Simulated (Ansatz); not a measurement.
## Perovskite alloy of SrTiO3 and CaTiO3 (4 of 8 Sr sites exchanged), 40 atoms

Ansatz, PAW, plane waves. PBEsol relaxation of volume and atoms (shape held) at the single k point (¼, ¼, ¼) without its symmetry partners; single points on the relaxed atoms at the single k point (¼, ¼, ¼) without its symmetry partners, onto which points of the small cell's zone fold. Arrangement: random. No spin–orbit coupling unless named.

Relaxed structure:

```cif
data_structure
_symmetry_space_group_name_H-M 'P 1'
_symmetry_Int_Tables_number 1
_cell_length_a 7.7065
_cell_length_b 7.7065
_cell_length_c 7.7065
_cell_angle_alpha 90.000
_cell_angle_beta 90.000
_cell_angle_gamma 90.000
_cell_volume 457.69
loop_
_atom_site_label
_atom_site_type_symbol
_atom_site_fract_x
_atom_site_fract_y
_atom_site_fract_z
_atom_site_occupancy
Sr1 Sr 0.01276 0.00041 0.00935 1
Sr2 Sr 0.99301 0.50230 0.49608 1
Sr3 Sr 0.49749 0.50304 0.99285 1
Sr4 Sr 0.49014 0.50178 0.49343 1
Ca1 Ca 0.01336 0.00491 0.52223 1
Ca2 Ca 0.99235 0.50492 0.99501 1
Ca3 Ca 0.51729 0.00311 0.02378 1
Ca4 Ca 0.52007 0.00338 0.51393 1
Ti1 Ti 0.25291 0.25183 0.25536 1
Ti2 Ti 0.25581 0.25109 0.75562 1
Ti3 Ti 0.25177 0.75766 0.25706 1
Ti4 Ti 0.25711 0.75714 0.75356 1
Ti5 Ti 0.75552 0.25192 0.25367 1
Ti6 Ti 0.75311 0.25055 0.75554 1
Ti7 Ti 0.75614 0.75570 0.25363 1
Ti8 Ti 0.75260 0.75552 0.75545 1
O1 O 0.28287 0.20804 0.99781 1
O2 O 0.21971 0.27555 0.49757 1
O3 O 0.27783 0.78690 0.99844 1
O4 O 0.22840 0.71793 0.49805 1
O5 O 0.71857 0.26443 0.99901 1
O6 O 0.77993 0.21652 0.49839 1
O7 O 0.72971 0.72841 0.99936 1
O8 O 0.77504 0.77910 0.49929 1
O9 O 0.99764 0.28242 0.21255 1
O10 O 0.99828 0.21916 0.77228 1
O11 O 0.99884 0.71240 0.22017 1
O12 O 0.99965 0.77524 0.76791 1
O13 O 0.49754 0.20908 0.27916 1
O14 O 0.49801 0.27077 0.71707 1
O15 O 0.49864 0.78617 0.27313 1
O16 O 0.49907 0.72297 0.72540 1
O17 O 0.20356 0.99735 0.28100 1
O18 O 0.26968 0.99765 0.70502 1
O19 O 0.27907 0.49617 0.22385 1
O20 O 0.22286 0.49652 0.78644 1
O21 O 0.77338 0.99781 0.22123 1
O22 O 0.71146 0.99782 0.77218 1
O23 O 0.72022 0.49706 0.27281 1
O24 O 0.77426 0.49701 0.73564 1
```

(1) What are the mean bond lengths by pair (pairs within 1.2 times the sum of covalent radii, less contacts 15 % beyond the pair's median; cation–cation pairs of compounds aside; long ionic contacts are cut short by that bound)?

(2) What gap lies between the top filled and the lowest empty level in the single points?

Answers

(1) Ca–O 2.557 ± 0.132 Å (standard deviation, 33 bonds); O–Sr 2.731 ± 0.202 Å (standard deviation, 46 bonds); O–Ti 1.955 ± 0.052 Å (standard deviation, 48 bonds).

(2) HSE06 4.60 eV (37 s on NVIDIA H100). Away from Γ this isn't the crystal's band gap.
